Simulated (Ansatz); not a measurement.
SrMg2Bi2:
```yaml
crystal:
  lattice:
    - [4.81547, 0.00000, 0.00000]
    - [-2.40773, 4.17032, 0.00000]
    - [0.00000, 0.00000, 7.99145]
  atoms:
    - { symbol: Sr, position: [0.00000, 0.00000, 0.00000] }
    - { symbol: Mg, position: [0.66667, 0.33333, 0.37458] }
    - { symbol: Mg, position: [0.33333, 0.66667, 0.62542] }
    - { symbol: Bi, position: [0.66667, 0.33333, 0.74563] }
    - { symbol: Bi, position: [0.33333, 0.66667, 0.25437] }
```

Relaxed with r²SCAN.

Question: Map the electron localisation function on the plane through (0.000, 0.000, 0.000) spanned by u = [0, 0, 1] and v = [1, -1, 0] in lattice vectors, from DFT-r²SCAN in the program Ansatz with PAW potentials.

Answer: x is the fraction of u, y of v (the angle between them is 90°; rows are the nearest grid lines); atoms in the plane: Sr at (0.00, 0.00), Mg at (0.37, 0.67), Mg at (0.63, 0.33), Bi at (0.75, 0.67), Bi at (0.25, 0.33).
```
y \ x   0.000  0.100  0.175  0.275  0.375  0.450  0.550  0.625  0.725  0.825  0.900   1.00
------  -----  -----  -----  -----  -----  -----  -----  -----  -----  -----  -----  -----
1.00    0.006  0.860  0.062  0.030  0.023  0.011  0.011  0.023  0.030  0.062  0.860  0.006
0.925   0.847  0.728  0.031  0.074  0.052  0.027  0.040  0.102  0.176  0.040  0.719  0.847
0.850   0.237  0.035  0.071  0.185  0.118  0.083  0.265  0.461  0.549  0.491  0.084  0.237
0.775   0.089  0.045  0.156  0.118  0.035  0.034  0.567  0.500  0.430  0.480  0.608  0.089
0.700   0.333  0.053  0.128  0.059  0.320  0.272  0.663  0.416  0.062  0.338  0.546  0.333
0.625   0.321  0.060  0.164  0.045  0.378  0.218  0.661  0.418  0.078  0.363  0.553  0.321
0.550   0.135  0.256  0.556  0.557  0.057  0.103  0.582  0.590  0.436  0.481  0.618  0.135
0.450   0.135  0.618  0.481  0.436  0.590  0.582  0.103  0.057  0.557  0.556  0.256  0.135
0.375   0.321  0.553  0.363  0.078  0.418  0.661  0.218  0.378  0.045  0.164  0.060  0.321
0.300   0.333  0.546  0.338  0.062  0.416  0.663  0.272  0.320  0.059  0.128  0.053  0.333
0.225   0.089  0.608  0.480  0.430  0.500  0.567  0.034  0.035  0.118  0.156  0.045  0.089
0.150   0.237  0.084  0.491  0.549  0.461  0.265  0.083  0.118  0.185  0.071  0.035  0.237
0.0750  0.847  0.719  0.040  0.176  0.102  0.040  0.027  0.052  0.074  0.031  0.728  0.847
0.000   0.006  0.860  0.062  0.030  0.023  0.011  0.011  0.023  0.030  0.062  0.860  0.006
```

The density is the valence pseudo-density with augmentation charge, so density and ELF within about 1 Å of a nucleus are not all-electron values.

Space group P-3m1. The first step of the workflow began from a Materials Project structure, measured or hypothetical; the Crystallography Open Database copy checked does not list it. Whether it is the stable phase at ambient conditions was not checked. Symmetry was held in the r²SCAN relaxation; whether a distortion lowers the energy is not shown. Spin–orbit coupling is left out wherever it is not named.

Potentials: the later of the program's two PAW sets.
